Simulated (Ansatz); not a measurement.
Nb2GaC:
Space group P6₃/mmc (No. 194); a = 3.1187 Å, b = 3.1187 Å, c = 13.4732 Å, α = 90.00°, β = 90.00°, γ = 120.00°

| atom | site | symmetry | x | y | z |
|---|---|---|---|---|---|
| Nb | 4f | 3m. | 0.3333 | 0.6667 | 0.0897 |
| Ga | 2d | -6m2 | 0.6667 | 0.3333 | 0.2500 |
| C | 2a | -3m. | 0.0000 | 0.0000 | 0.0000 |

Relaxed at zero pressure with DFT-PBEsol in the program Ansatz with PAW potentials.

Task: The volume is raised by 3 % and shape and atoms relax at that volume. What pressure results, and how do the axes share the change?

Result: -5.3 GPa; a 1.0 %, b 1.0 %, c 1.1 %; the energy rises by 7 meV/atom.

Task: Give the new structure.

Result: 
Space group P6₃/mmc (No. 194); a = b = 3.1486 Å, c = 13.6154 Å, α = β = 90.00°, γ = 120.00°

| atom | site | symmetry | x | y | z |
|---|---|---|---|---|---|
| Nb | 4f | 3m. | 0.3333 | 0.6667 | 0.0886 |
| Ga | 2d | -6m2 | 0.6667 | 0.3333 | 0.2500 |
| C | 2a | -3m. | 0.0000 | 0.0000 | 0.0000 |

The phase is kept; no other phase was compared at this pressure.

Space group P6_3/mmc. The workflow started from a Materials Project entry (that database holds measured and hypothetical structures alike); the Crystallography Open Database copy checked does not list it. Its standing as an ambient phase is unchecked. The PBEsol relaxation kept the symmetry of its start; of distortions, only those at the zone centre were tested. No spin polarisation was allowed.

Potentials: the later of the program's two PAW sets.
